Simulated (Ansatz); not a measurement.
SiO2 in space group P4_12_12 (No. 92; Si on 4a, O on 8b), PBEsol in the plane-wave PAW code Ansatz. The conduction-band minimum lies at Γ, with 1 equivalent valley. Second derivatives d²E/dk² of the lowest band at one valley (eV·Å²), along Cartesian directions:

| direction | d²E/dk² |
|---|---|
| [100] | 14.11 |
| [010] | 14.11 |
| [001] | 14.15 |
| [110] | 14.11 |
| [101] | 14.13 |
| [011] | 14.13 |

Task: Find the principal effective masses, the density-of-states mass and the conductivity mass.

Result: Off-diagonal terms follow from H_xy = H[110] − (H_xx + H_yy)/2, and m*/mₑ = 7.620 eV·Å² over each eigenvalue: 0.54, 0.54, 0.54. One valley's DOS mass (m₁m₂m₃)^(1/3) = 0.54, conductivity mass 3/(Σ 1/mᵢ) = 0.54 mₑ.

Task: What effective density of states Nc follows at 300 K for parabolic valleys?

Result: Nc = 2.509e19 × 1 × (0.54)^(3/2) ≈ 1.0e19 cm⁻³.

Task: With the computed static dielectric constant 4.07 (mean of the diagonal), estimate a hydrogenic donor's binding energy and radius.

Result: E = 13.606 eV × 0.54/4.07² ≈ 440 meV; a = 0.529 Å × ε/m* ≈ 4.0 Å. Semilocal masses tend to be too small where the gap is.

Symmetry was held in the PBEsol relaxation; of distortions, only those at the zone centre were tested.

Potentials: the later of the program's two PAW sets.
